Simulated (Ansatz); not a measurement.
# A Ba vacancy next to an O vacancy in cubic perovskite BaTiO3, 38 atoms, charge 0

A calculation with Ansatz 0.2.0 (PAW, plane waves); the settings stand in the input.

Input:

```yaml
crystal:
  lattice:
    - [7.940420, 0.000000, 0.000000]
    - [0.000000, 7.940420, 0.000000]
    - [0.000000, 0.000000, 7.940420]
  atoms:
    - { symbol: Ba, position: [0.000404, 0.998820, 0.001444] }
    - { symbol: Ba, position: [0.004071, 0.996818, 0.501712] }
    - { symbol: Ba, position: [0.001553, 0.499886, 0.005950] }
    - { symbol: Ba, position: [0.008031, 0.497174, 0.498458] }
    - { symbol: Ba, position: [0.501357, 0.001181, 0.999396] }
    - { symbol: Ba, position: [0.497113, 0.000735, 0.504340] }
    - { symbol: Ba, position: [0.501923, 0.497910, 0.998269] }
    - { symbol: Ti, position: [0.247130, 0.252239, 0.248925] }
    - { symbol: Ti, position: [0.250400, 0.254468, 0.751393] }
    - { symbol: Ti, position: [0.249734, 0.747984, 0.249612] }
    - { symbol: Ti, position: [0.248698, 0.748336, 0.752479] }
    - { symbol: Ti, position: [0.753056, 0.246338, 0.251104] }
    - { symbol: Ti, position: [0.750919, 0.246605, 0.749015] }
    - { symbol: Ti, position: [0.750889, 0.754921, 0.249354] }
    - { symbol: Ti, position: [0.751564, 0.747741, 0.751628] }
    - { symbol: O, position: [0.247196, 0.250085, 0.999558] }
    - { symbol: O, position: [0.250755, 0.751172, 0.998619] }
    - { symbol: O, position: [0.254674, 0.746651, 0.498305] }
    - { symbol: O, position: [0.746651, 0.244293, 0.003504] }
    - { symbol: O, position: [0.746980, 0.248617, 0.502500] }
    - { symbol: O, position: [0.748659, 0.748128, 0.001250] }
    - { symbol: O, position: [0.750693, 0.749692, 0.495858] }
    - { symbol: O, position: [0.003342, 0.249999, 0.252625] }
    - { symbol: O, position: [0.998659, 0.252890, 0.752070] }
    - { symbol: O, position: [0.000751, 0.748297, 0.253526] }
    - { symbol: O, position: [0.998823, 0.748256, 0.749479] }
    - { symbol: O, position: [0.502235, 0.254644, 0.250712] }
    - { symbol: O, position: [0.498931, 0.250422, 0.752012] }
    - { symbol: O, position: [0.497197, 0.751684, 0.249409] }
    - { symbol: O, position: [0.497443, 0.746015, 0.749831] }
    - { symbol: O, position: [0.253969, 0.002996, 0.250772] }
    - { symbol: O, position: [0.251700, 0.999592, 0.744721] }
    - { symbol: O, position: [0.253316, 0.501158, 0.247547] }
    - { symbol: O, position: [0.250030, 0.498441, 0.752256] }
    - { symbol: O, position: [0.753544, 0.997443, 0.252016] }
    - { symbol: O, position: [0.752522, 0.001544, 0.747400] }
    - { symbol: O, position: [0.751433, 0.499289, 0.251630] }
    - { symbol: O, position: [0.752505, 0.496912, 0.751923] }
  symmetry: { detect: false }
kpoints:
  mp_grid: { grid: [1, 1, 1], shift: [0.25, 0.25, 0.25] }
hamiltonian:
  xc: pbesol
scf:
  occupations: { method: fermi_dirac, width: 0.01 }
  max_iter: 90
  mixing: { beta: 1.5 }
output:
  forces: true
  eigenvalues: true
  stress: true
  write_density: true
  write_potential: true
  elf: true
  volumetric_format: npy
```

Started with:

```sh
ansatz run in.yaml --threads 8 --pin off --max-ram 13300MiB --runs-dir r --events-out ev --progress --plain
```

The output:

```
Error: invalid value for `scf.mixing.beta`: must be finite and in (0, 1]; got 1.5
```

The input was rejected before any iteration.
